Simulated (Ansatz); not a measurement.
A distorted cell of AlAs (zinc blende):

```xyz
2
Lattice="0.0000 2.9143 2.9143 2.9143 0.0000 2.9143 2.9143 2.9143 0.0000" Properties=species:S:1:pos:R:3 pbc="T T T"
As     4.3714     4.3714     4.3714
Al     0.0000     0.0000     0.0000
```

Level of theory: PBE (plane waves to 420 eV, PAW, scalar-relativistic; Ansatz, a quantum-chemistry and plane-wave program). k mesh 10×10×10 (Γ-centred), Fermi-Dirac smearing 0.05 eV. E stands for the smeared free energy. Compression counts positive. AlAs was relaxed with its symmetry unable to fall.

### Question
Give the stress tensor in GPa and the pressure.

### Answer
```
   -3.1      0.0      0.0
    0.0     -3.1      0.0
    0.0      0.0     -3.1
```
The pressure, a third of the trace, is -3.1 GPa.

### Question
It is the relaxed cell scaled evenly to V/V₀ = 1.053, atoms relaxed where free. What is its energy relative to the relaxed cell?

### Answer
12.8 meV/atom.

(Under strain, the slope of the energy per volume gives the stress and its curvature an elastic modulus.)
